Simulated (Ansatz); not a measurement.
Input, command and steps of an Ansatz relaxation.

```yaml
crystal:
  lattice:
    - [7.1776572503, 0.0180515713, -0.0108617576]
    - [3.2922560793, 8.280520209, 0.0033743584]
    - [1.7913133459, 1.9711530794, 9.4056474677]
  atoms:
    - { symbol: Ga, position: [0.0375943935, 0.1676938316, 0.2172011344] }
    - { symbol: Ga, position: [0.9624056065, 0.8323061684, 0.7827988656] }
    - { symbol: H, position: [0.0637574371, 0.8627557287, 0.1405488089] }
    - { symbol: H, position: [0.9362425629, 0.1372442713, 0.8594511911] }
    - { symbol: H, position: [0.2900608742, 0.5680675905, 0.1752710291] }
    - { symbol: H, position: [0.7099391258, 0.4319324095, 0.8247289709] }
    - { symbol: H, position: [0.5719665982, 0.4735407363, 0.3308165998] }
    - { symbol: H, position: [0.4280334018, 0.5264592637, 0.6691834002] }
    - { symbol: H, position: [0.6110900972, 0.6791818117, 0.4486790567] }
    - { symbol: H, position: [0.3889099028, 0.3208181883, 0.5513209433] }
    - { symbol: H, position: [0.370722333, 0.9697720036, 0.4040331747] }
    - { symbol: H, position: [0.629277667, 0.0302279964, 0.5959668253] }
    - { symbol: C, position: [0.1877727296, 0.8164171479, 0.2072403342] }
    - { symbol: C, position: [0.8122272704, 0.1835828521, 0.7927596658] }
    - { symbol: C, position: [0.3136470335, 0.6526422009, 0.2278524489] }
    - { symbol: C, position: [0.6863529665, 0.3473577991, 0.7721475511] }
    - { symbol: C, position: [0.4689617541, 0.600965698, 0.3148763539] }
    - { symbol: C, position: [0.5310382459, 0.399034302, 0.6851236461] }
    - { symbol: C, position: [0.4917597267, 0.7142950302, 0.380006507] }
    - { symbol: C, position: [0.5082402733, 0.2857049698, 0.619993493] }
    - { symbol: C, position: [0.360284849, 0.876211928, 0.3554943361] }
    - { symbol: C, position: [0.639715151, 0.123788072, 0.6445056639] }
    - { symbol: I, position: [0.0518551233, 0.3067100364, 0.4116646975] }
    - { symbol: I, position: [0.9481448767, 0.6932899636, 0.5883353025] }
    - { symbol: I, position: [0.2075640799, 0.2639380377, 0.9768688844] }
    - { symbol: I, position: [0.7924359201, 0.7360619623, 0.0231311156] }
    - { symbol: I, position: [0.685756716, 0.1676060313, 0.2060195737] }
    - { symbol: I, position: [0.314243284, 0.8323939687, 0.7939804263] }
    - { symbol: "N", position: [0.2121070025, 0.9257416711, 0.2696879947] }
    - { symbol: "N", position: [0.7878929975, 0.0742583289, 0.7303120053] }
basis:
  ecutwfc: 500
kpoints:
  mp_grid: { grid: [4, 4, 2] }
hamiltonian:
  xc: r2scan
  dispersion: d3bj
scf:
  occupations: { method: gaussian, width: 0.02 }
output:
  forces: true
  stress: true
  eigenvalues: true
relax:
  adjacent_minimum: "off"
  f_tol: 0.02
  max_steps: 50
  cell: { stress_tol: 0.1 }
```

```bash
ansatz run input.yaml --threads 4 --pin off --max-ram 9216MiB --backend cpu --events-out ev --progress --plain --runs-dir out
```

Level of theory: Ansatz, DFT r2SCAN+D3(BJ), scalar-relativistic, plane waves, PAW.

Of 7 frames 7 are shown, positions in Å and forces in eV/Å; the SCF threshold varies from step to step. Steps run on the plane waves of an earlier cell, with a Pulay correction in the pressure. The basis is chosen afresh for the last frame, the zero of the energies, and can be on the way; energy and pressure step there, also at an unchanged geometry.

```xyz
30
Lattice="7.1777 0.0181 -0.0109 3.2923 8.2805 0.0034 1.7913 1.9712 9.4056" Properties=species:S:1:pos:R:3:forces:R:3 pbc="T T T" step=1 free_energy_over_end_meV_per_atom=1.35 pressure_GPa=-1.03
Ga    1.2110    1.8174    2.0431    0.0500   -0.1420    0.0260
Ga   11.0502    8.4523    7.3551   -0.0500    0.1420   -0.0260
H     3.5498    7.4223    1.3242    0.2180   -0.0470    0.1530
H     8.7114    2.8475    8.0740   -0.2180    0.0470   -0.1530
H     4.2661    5.0546    1.6473    0.1210    0.1820    0.1030
H     7.9951    5.2151    7.7509   -0.1210   -0.1820   -0.1030
H     6.2570    4.5836    3.1069   -0.0770    0.2440   -0.0260
H     6.0042    5.6861    6.2912    0.0770   -0.2440    0.0260
H     7.4260    6.5194    4.2158   -0.2030    0.0300   -0.1480
H     4.8353    3.7503    5.1824    0.2030   -0.0300    0.1480
H     6.5774    8.8333    3.7994   -0.1140   -0.2100   -0.1140
H     5.6838    1.4364    5.5987    0.1140    0.2100    0.1140
C     4.4069    7.1723    1.9499    0.0670    0.0080    0.0460
C     7.8544    3.0975    7.4482   -0.0670   -0.0080   -0.0460
C     4.8081    5.8590    2.1419    0.0120    0.0460    0.0090
C     7.4532    4.4107    7.2563   -0.0120   -0.0460   -0.0090
C     5.9086    5.6054    2.9585   -0.0310    0.0550    0.0000
C     6.3526    4.6643    6.4396    0.0310   -0.0550    0.0000
C     6.5620    6.6727    3.5713   -0.0310    0.0290   -0.0180
C     5.6992    3.5971    5.8269    0.0310   -0.0290    0.0180
C     6.1075    7.9627    3.3427   -0.0420   -0.0500   -0.0440
C     6.1537    2.3070    6.0555    0.0420    0.0500    0.0440
I     2.1194    3.3521    3.8724   -0.0860   -0.1090   -0.1330
I    10.1418    6.9176    5.5257    0.0860    0.1090    0.1330
I     4.1087    4.1148    9.1867   -0.0710   -0.0210    0.1520
I     8.1526    6.1549    0.2114    0.0710    0.0210   -0.1520
I     5.8430    1.8063    1.9309    0.1860    0.0060    0.0120
I     6.4183    8.4634    7.4673   -0.1860   -0.0060   -0.0120
N     5.0533    8.2010    2.5374    0.0090   -0.0250    0.0030
N     7.2079    2.0687    6.8608   -0.0090    0.0250   -0.0030
30
Lattice="7.2166 0.0225 -0.0169 3.3152 8.3053 0.0198 1.7943 1.9995 9.4326" Properties=species:S:1:pos:R:3:forces:R:3 pbc="T T T" step=2 free_energy_over_end_meV_per_atom=0.35 pressure_GPa=-0.10
Ga    1.2379    1.8072    2.0596    0.0600   -0.1520    0.0270
Ga   11.0882    8.5202    7.3759   -0.0600    0.1520   -0.0270
H     3.6049    7.4576    1.3526    0.0630   -0.0120    0.0410
H     8.7212    2.8697    8.0830   -0.0630    0.0120   -0.0410
H     4.3102    5.0968    1.6751    0.0300    0.0510    0.0330
H     8.0159    5.2305    7.7605   -0.0300   -0.0510   -0.0330
H     6.2810    4.6217    3.1459   -0.0190    0.0690   -0.0060
H     6.0451    5.7056    6.2896    0.0190   -0.0690    0.0060
H     7.4484    6.5464    4.2521   -0.0590    0.0070   -0.0410
H     4.8777    3.7809    5.1834    0.0590   -0.0070    0.0410
H     6.6127    8.8537    3.8312   -0.0270   -0.0570   -0.0280
H     5.7134    1.4737    5.6043    0.0270    0.0570    0.0280
C     4.4519    7.2056    1.9817    0.0190   -0.0060    0.0140
C     7.8742    3.1217    7.4539   -0.0190    0.0060   -0.0140
C     4.8468    5.8952    2.1742   -0.0020    0.0100   -0.0050
C     7.4793    4.4322    7.2613    0.0020   -0.0100    0.0050
C     5.9371    5.6393    2.9967    0.0080    0.0080   -0.0210
C     6.3890    4.6880    6.4388   -0.0080   -0.0080    0.0210
C     6.5905    6.7014    3.6087    0.0060    0.0100   -0.0070
C     5.7356    3.6260    5.8268   -0.0060   -0.0100    0.0070
C     6.1428    7.9885    3.3774   -0.0140   -0.0160   -0.0210
C     6.1833    2.3388    6.0582    0.0140    0.0160    0.0210
I     2.1134    3.3334    3.8695    0.0610    0.0850    0.0860
I    10.2127    6.9940    5.5660   -0.0610   -0.0850   -0.0860
I     4.1192    4.1289    9.2495    0.0560    0.0160   -0.0950
I     8.2069    6.1984    0.1860   -0.0560   -0.0160    0.0950
I     5.9379    1.8166    1.9513   -0.1490   -0.0060   -0.0140
I     6.3882    8.5107    7.4842    0.1490    0.0060    0.0140
N     5.0946    8.2295    2.5720    0.0020    0.0210   -0.0090
N     7.2314    2.0978    6.8636   -0.0020   -0.0210    0.0090
30
Lattice="7.2035 0.0243 -0.0137 3.3114 8.2889 0.0255 1.7957 2.0007 9.4195" Properties=species:S:1:pos:R:3:forces:R:3 pbc="T T T" step=3 free_energy_over_end_meV_per_atom=0.12 pressure_GPa=0.00
Ga    1.2493    1.8177    2.0358    0.0240   -0.0670    0.0130
Ga   11.0613    8.4962    7.3955   -0.0240    0.0670   -0.0130
H     3.6129    7.4579    1.3351    0.0070    0.0010    0.0050
H     8.6977    2.8560    8.0963   -0.0070   -0.0010   -0.0050
H     4.3133    5.0994    1.6578    0.0040    0.0060   -0.0010
H     7.9972    5.2145    7.7736   -0.0040   -0.0060    0.0010
H     6.2832    4.6230    3.1247    0.0030    0.0030    0.0020
H     6.0274    5.6909    6.3066   -0.0030   -0.0030   -0.0020
H     7.4488    6.5430    4.2318   -0.0020   -0.0020   -0.0070
H     4.8618    3.7709    5.1995    0.0020    0.0020    0.0070
H     6.6175    8.8482    3.8116    0.0020   -0.0040   -0.0030
H     5.6931    1.4656    5.6197   -0.0020    0.0040    0.0030
C     4.4584    7.2054    1.9626    0.0040   -0.0100    0.0070
C     7.8522    3.1084    7.4688   -0.0040    0.0100   -0.0070
C     4.8518    5.8959    2.1540   -0.0070    0.0040    0.0040
C     7.4588    4.4180    7.2774    0.0070   -0.0040   -0.0040
C     5.9420    5.6392    2.9739   -0.0230   -0.0040    0.0180
C     6.3686    4.6746    6.4574    0.0230    0.0040   -0.0180
C     6.5950    6.6993    3.5866   -0.0070    0.0090    0.0140
C     5.7156    3.6145    5.8448    0.0070   -0.0090   -0.0140
C     6.1485    7.9856    3.3565   -0.0060   -0.0080    0.0050
C     6.1621    2.3282    6.0749    0.0060    0.0080   -0.0050
I     2.1365    3.3518    3.8473   -0.0050    0.0190    0.0360
I    10.1741    6.9620    5.5840    0.0050   -0.0190   -0.0360
I     4.1413    4.1411    9.2087   -0.0080    0.0020   -0.0100
I     8.1693    6.1727    0.2226    0.0080   -0.0020    0.0100
I     5.9254    1.8225    1.9253   -0.0290    0.0050    0.0060
I     6.3852    8.4914    7.5060    0.0290   -0.0050   -0.0060
N     5.1013    8.2280    2.5523   -0.0150    0.0400   -0.0050
N     7.2093    2.0859    6.8791    0.0150   -0.0400    0.0050
30
Lattice="7.2000 0.0270 -0.0139 3.3129 8.2796 0.0291 1.7953 2.0031 9.4144" Properties=species:S:1:pos:R:3:forces:R:3 pbc="T T T" step=4 free_energy_over_end_meV_per_atom=0.05 pressure_GPa=-0.02
Ga    1.2332    1.8209    2.0590    0.0090   -0.0210    0.0060
Ga   11.0750    8.4888    7.3706   -0.0090    0.0210   -0.0060
H     3.6031    7.4555    1.3549   -0.0100    0.0030   -0.0030
H     8.7051    2.8542    8.0747    0.0100   -0.0030    0.0030
H     4.3030    5.0973    1.6754   -0.0050   -0.0030   -0.0030
H     8.0052    5.2124    7.7542    0.0050    0.0030    0.0030
H     6.2716    4.6197    3.1432    0.0030   -0.0050    0.0030
H     6.0366    5.6900    6.2864   -0.0030    0.0050   -0.0030
H     7.4386    6.5383    4.2489    0.0050   -0.0010    0.0040
H     4.8696    3.7714    5.1807   -0.0050    0.0010   -0.0040
H     6.6073    8.8434    3.8316    0.0030    0.0030    0.0060
H     5.7009    1.4663    5.5980   -0.0030   -0.0030   -0.0060
C     4.4466    7.2023    1.9840    0.0060   -0.0060   -0.0030
C     7.8616    3.1074    7.4456   -0.0060    0.0060    0.0030
C     4.8397    5.8928    2.1743    0.0010    0.0040   -0.0060
C     7.4685    4.4168    7.2553   -0.0010   -0.0040    0.0060
C     5.9291    5.6355    2.9947    0.0020    0.0060   -0.0080
C     6.3791    4.6742    6.4349   -0.0020   -0.0060    0.0080
C     6.5828    6.6950    3.6070   -0.0010    0.0040   -0.0060
C     5.7254    3.6146    5.8226    0.0010   -0.0040    0.0060
C     6.1365    7.9812    3.3781   -0.0020    0.0010    0.0010
C     6.1717    2.3284    6.0515    0.0020   -0.0010   -0.0010
I     2.1212    3.3580    3.8759   -0.0140   -0.0190   -0.0280
I    10.1870    6.9517    5.5537    0.0140    0.0190    0.0280
I     4.1245    4.1475    9.2223   -0.0090   -0.0100    0.0050
I     8.1837    6.1621    0.2073    0.0090    0.0100   -0.0050
I     5.9001    1.8274    1.9467    0.0280    0.0030   -0.0040
I     6.4081    8.4823    7.4830   -0.0280   -0.0030    0.0040
N     5.0888    8.2243    2.5751   -0.0060    0.0290   -0.0090
N     7.2194    2.0854    6.8546    0.0060   -0.0290    0.0090
30
Lattice="7.2040 0.0269 -0.0149 3.3146 8.2855 0.0313 1.7949 2.0075 9.4160" Properties=species:S:1:pos:R:3:forces:R:3 pbc="T T T" step=5 free_energy_over_end_meV_per_atom=0.02 pressure_GPa=0.01
Ga    1.2377    1.8169    2.0508    0.0090   -0.0200    0.0050
Ga   11.0759    8.5030    7.3816   -0.0090    0.0200   -0.0050
H     3.6080    7.4589    1.3511   -0.0040    0.0020   -0.0020
H     8.7056    2.8611    8.0813    0.0040   -0.0020    0.0020
H     4.3085    5.1007    1.6715   -0.0020   -0.0010   -0.0020
H     8.0051    5.2193    7.7609    0.0020    0.0010    0.0020
H     6.2768    4.6235    3.1403    0.0030   -0.0030    0.0020
H     6.0368    5.6965    6.2921   -0.0030    0.0030   -0.0020
H     7.4428    6.5426    4.2468    0.0020   -0.0010    0.0020
H     4.8708    3.7774    5.1856   -0.0020    0.0010   -0.0020
H     6.6110    8.8474    3.8291    0.0020    0.0020    0.0030
H     5.7026    1.4725    5.6033   -0.0020   -0.0020   -0.0030
C     4.4521    7.2058    1.9797    0.0010   -0.0070   -0.0010
C     7.8615    3.1142    7.4527   -0.0010    0.0070    0.0010
C     4.8452    5.8964    2.1702   -0.0010    0.0010   -0.0010
C     7.4684    4.4235    7.2622    0.0010   -0.0010    0.0010
C     5.9344    5.6393    2.9912   -0.0020    0.0000   -0.0030
C     6.3792    4.6806    6.4412    0.0020    0.0000    0.0030
C     6.5875    6.6991    3.6040    0.0000    0.0040    0.0000
C     5.7261    3.6209    5.8284    0.0000   -0.0040    0.0000
C     6.1410    7.9852    3.3748    0.0010    0.0000    0.0020
C     6.1726    2.3348    6.0576   -0.0010    0.0000   -0.0020
I     2.1222    3.3535    3.8660   -0.0010    0.0020   -0.0010
I    10.1914    6.9665    5.5664    0.0010   -0.0020    0.0010
I     4.1259    4.1458    9.2161   -0.0020    0.0010   -0.0040
I     8.1877    6.1741    0.2163    0.0020   -0.0010    0.0040
I     5.9112    1.8266    1.9382   -0.0020    0.0040    0.0000
I     6.4024    8.4934    7.4942    0.0020   -0.0040    0.0000
N     5.0939    8.2279    2.5709   -0.0040    0.0190   -0.0030
N     7.2197    2.0920    6.8616    0.0040   -0.0190    0.0030
30
Lattice="7.2056 0.0309 -0.0190 3.3200 8.2812 0.0450 1.7910 2.0248 9.4169" Properties=species:S:1:pos:R:3:forces:R:3 pbc="T T T" step=6 free_energy_over_end_meV_per_atom=0.02 pressure_GPa=0.00
Ga    1.2352    1.8228    2.0499   -0.0060   -0.0020   -0.0050
Ga   11.0814    8.5141    7.3930    0.0060    0.0020    0.0050
H     3.6106    7.4614    1.3676   -0.0050    0.0010    0.0020
H     8.7059    2.8755    8.0753    0.0050   -0.0010   -0.0020
H     4.3161    5.1040    1.6855    0.0030    0.0020   -0.0050
H     8.0004    5.2329    7.7573   -0.0030   -0.0020    0.0050
H     6.2907    4.6315    3.1481    0.0050   -0.0070   -0.0020
H     6.0258    5.7054    6.2947   -0.0050    0.0070    0.0020
H     7.4506    6.5509    4.2582    0.0040   -0.0010    0.0020
H     4.8659    3.7860    5.1846   -0.0040    0.0010   -0.0020
H     6.6099    8.8543    3.8488    0.0010    0.0050    0.0020
H     5.7066    1.4826    5.5940   -0.0010   -0.0050   -0.0020
C     4.4551    7.2092    1.9961    0.0070    0.0090   -0.0050
C     7.8614    3.1277    7.4467   -0.0070   -0.0090    0.0050
C     4.8523    5.9007    2.1834    0.0000    0.0060    0.0070
C     7.4642    4.4362    7.2595    0.0000   -0.0060   -0.0070
C     5.9445    5.6462    3.0012   -0.0070    0.0020    0.0070
C     6.3720    4.6907    6.4417    0.0070   -0.0020   -0.0070
C     6.5944    6.7066    3.6165   -0.0060    0.0040    0.0010
C     5.7221    3.6303    5.8264    0.0060   -0.0040   -0.0010
C     6.1427    7.9918    3.3923    0.0000   -0.0110   -0.0120
C     6.1738    2.3451    6.0506    0.0000    0.0110    0.0120
I     2.1161    3.3703    3.8576    0.0060   -0.0050    0.0050
I    10.2004    6.9666    5.5853   -0.0060    0.0050   -0.0050
I     4.1175    4.1593    9.2132   -0.0010    0.0010    0.0010
I     8.1990    6.1776    0.2296    0.0010   -0.0010   -0.0010
I     5.9095    1.8413    1.9315   -0.0010    0.0000    0.0020
I     6.4070    8.4956    7.5114    0.0010    0.0000   -0.0020
N     5.0947    8.2325    2.5886    0.0010    0.0020    0.0020
N     7.2219    2.1044    6.8543   -0.0010   -0.0020   -0.0020
30
Lattice="7.2056 0.0309 -0.0190 3.3200 8.2812 0.0450 1.7910 2.0248 9.4169" Properties=species:S:1:pos:R:3:forces:R:3 pbc="T T T" step=7 free_energy_over_end_meV_per_atom=0.00 pressure_GPa=0.00
Ga    1.2352    1.8228    2.0499   -0.0060   -0.0020   -0.0050
Ga   11.0814    8.5141    7.3930    0.0060    0.0020    0.0050
H     3.6106    7.4614    1.3676   -0.0050    0.0010    0.0020
H     8.7059    2.8755    8.0753    0.0050   -0.0010   -0.0020
H     4.3161    5.1040    1.6855    0.0030    0.0020   -0.0050
H     8.0004    5.2329    7.7573   -0.0030   -0.0020    0.0050
H     6.2907    4.6315    3.1481    0.0050   -0.0070   -0.0020
H     6.0258    5.7054    6.2947   -0.0050    0.0070    0.0020
H     7.4506    6.5509    4.2582    0.0040   -0.0010    0.0020
H     4.8659    3.7860    5.1846   -0.0040    0.0010   -0.0020
H     6.6099    8.8543    3.8488    0.0010    0.0050    0.0020
H     5.7066    1.4826    5.5940   -0.0010   -0.0050   -0.0020
C     4.4551    7.2092    1.9961    0.0070    0.0100   -0.0050
C     7.8614    3.1277    7.4467   -0.0070   -0.0100    0.0050
C     4.8523    5.9007    2.1834    0.0000    0.0050    0.0070
C     7.4642    4.4362    7.2595    0.0000   -0.0050   -0.0070
C     5.9445    5.6462    3.0012   -0.0060    0.0020    0.0070
C     6.3720    4.6907    6.4417    0.0060   -0.0020   -0.0070
C     6.5944    6.7066    3.6165   -0.0060    0.0040    0.0010
C     5.7221    3.6303    5.8264    0.0060   -0.0040   -0.0010
C     6.1427    7.9918    3.3923    0.0000   -0.0110   -0.0120
C     6.1738    2.3451    6.0506    0.0000    0.0110    0.0120
I     2.1161    3.3703    3.8576    0.0060   -0.0050    0.0050
I    10.2004    6.9666    5.5853   -0.0060    0.0050   -0.0050
I     4.1175    4.1593    9.2132   -0.0010    0.0010    0.0010
I     8.1990    6.1776    0.2296    0.0010   -0.0010   -0.0010
I     5.9095    1.8413    1.9315   -0.0010    0.0000    0.0020
I     6.4070    8.4956    7.5114    0.0010    0.0000   -0.0020
N     5.0947    8.2325    2.5886    0.0010    0.0020    0.0020
N     7.2219    2.1044    6.8543   -0.0010   -0.0020   -0.0020
```

It took 5.8 min on 4 threads of Arm Neoverse V2 (shared host), peak memory 4 GiB.

The D3 damping used with r2SCAN was fitted together with a three-body term that is left out here.